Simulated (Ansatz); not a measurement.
Screening note. Bulk modulus and its pressure derivative give the pressure that a small compression needs; a soft, simple solid makes a sensitive pressure gauge, a stiff one a good anvil or seat.

The reference row is Si. Hydrostatic compression by 2 % of the volume (V₀/V = 1.0204), no change of phase.

Computed with Ansatz, a plane-wave PAW program. B₀, B₀′: r²SCAN, Birch–Murnaghan fit of energy against volume; volume per atom: r²SCAN, relaxed cell.

Runs started from generated or typed cells of the structure named: Si; TiAl3; Ti3Al. Whether these are the forms stable at ambient conditions was not checked: YPd3 (Cu3Au type); ZrHg (P4/mmm, tP2); ZrHg3 (Cu3Au type); Ta2C (P-3m1, hP3); TiRh (P4/mmm, tP2). Run without spin polarisation: Ni3Si. Spin–orbit coupling is left out unless named.

Definitions used: linear estimate = B₀ × compression; P = (B₀/B₀′)[(V₀/V)^B₀′ − 1]; modulus under load = B₀ + B₀′P; relative pressure = P/P_ref.

| crystal | B₀ (GPa) | B₀′ | V (Å³/atom) | linear estimate (GPa) | Murnaghan pressure (GPa) | modulus there (GPa) | pressure (relative) |
|---|---|---|---|---|---|---|---|
| Ni3Si (Cu3Au type) | 240 | 4.8 | 10.39 | 4.8 | 5.089 | 264 | 2.5 |
| Si (diamond type), reference | 96.8 | 4.2 | 20.17 | 1.9 | 2.040 | 105 | 1.00 |
| TiAl3 (I4/mmm) | 115 | 4.0 | 15.65 | 2.3 | 2.419 | 125 | 1.19 |
| YPd3 (Cu3Au type) | 137 | 4.8 | 17.17 | 2.7 | 2.905 | 151 | 1.42 |
| ZrHg (P4/mmm, tP2) | 110 | 4.5 | 21.15 | 2.2 | 2.325 | 120 | 1.14 |
| ZrHg3 (Cu3Au type) | 94.0 | 5.4 | 21.43 | 1.9 | 2.006 | 105 | 1.42 |
| Ta2C (P-3m1, hP3) | 273 | 4.2 | 13.80 | 5.5 | 5.754 | 297 | 2.8 |
| Ti3Al (P6₃/mmc) | 121 | 3.6 | 16.56 | 2.4 | 2.535 | 130 | 1.24 |
| TiRh (P4/mmm, tP2) | 205 | 4.4 | 14.71 | 4.1 | 4.329 | 224 | 2.1 |

One entry in the column «pressure (relative)» was worked out wrongly. Which, and what should it be?

The row of ZrHg3 (Cu3Au type) shows 1.42. From its own inputs, relative pressure: 2.006/2.040 = 0.98. The other rows agree with the rules.

With the correction: Ranking by relative pressure, highest first: Ta2C (P-3m1, hP3) (2.8 ± 0.14), Ni3Si (2.5 ± 0.13), TiRh (P4/mmm, tP2) (2.1 ± 0.11), YPd3 (Cu3Au type) (1.42 ± 0.071), Ti3Al (1.24 ± 0.062) ≈ TiAl3 (1.19 ± 0.059) ≈ ZrHg (P4/mmm, tP2) (1.14 ± 0.057), Si (1.00 ± 0.050) ≈ ZrHg3 (Cu3Au type) (0.98 ± 0.049). The ± follows from allowances picked for this note (B₀ 5 %, B₀′ 0.4), carried to first order and added in quadrature, each row's own inputs moving alone; ≈ joins neighbours closer than their two ± added in quadrature.

B₀′ is the least certain number of such a fit, often by half a unit. Where several phases of a formula are at hand, those over 0.1 eV/atom above the lowest were not drawn (by r²SCAN where it compared them, else by the largest value; a layered or molecular lowest phase counts only with a dispersion term); other phases could lie lower still. The rows are a sample and no shortlist: familiar crystals first, some related and some not, whatever their agreement with measurement; tables with many equal figures were not kept. Limits of the draw: no layered crystals, B₀′ of 2 to 8; no unfamiliar magnets, and cubic perovskites only if shown or known to be stable. As a rule kept out of such tables: 4f compounds, open-shell compounds run without a Hubbard term, cells found unstable in the tests at hand, cells close to a higher symmetry, and runs set to a pressure or over 12 % in volume from the crystal's fullest run.
